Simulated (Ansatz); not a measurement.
Here is the system:

SrO:
```cif
data_O4Sr4
_chemical_formula_sum 'Sr4 O4'
_space_group_name_H-M_alt 'Fm-3m'
_space_group_IT_number 225
_space_group_name_Hall '-F 4 2 3'
_cell_length_a 5.19490
_cell_length_b 5.19490
_cell_length_c 5.19490
_cell_angle_alpha 90.000
_cell_angle_beta 90.000
_cell_angle_gamma 90.000
loop_
_atom_site_label
_atom_site_type_symbol
_atom_site_symmetry_multiplicity
_atom_site_Wyckoff_symbol
_atom_site_fract_x
_atom_site_fract_y
_atom_site_fract_z
_atom_site_occupancy
Sr1 Sr 4 b 0.50000 0.50000 0.50000 1
O1 O 4 a 0.00000 0.00000 0.00000 1
```
(The calculation used a cell of 2 atoms; values per cell refer to that cell.)

This is the PBE-relaxed structure.

Question: All from PBE in the plane-wave PAW code Ansatz, unless another level is named. Estimate the gap with spin–orbit coupling.

Answer: 3.31 eV.

Question: Predict the band gap.

Answer: 3.33 eV (indirect).

Question: Give the electron effective mass with spin–orbit coupling.

Answer: 0.41, 0.41, 1.2 mₑ (principal values).

Question: Predict the valence-band maximum.

Answer: at Γ.

The PBE relaxation kept the symmetry of its start. Spin–orbit coupling is left out wherever it is not named.

Potentials: the later of the program's two PAW sets.
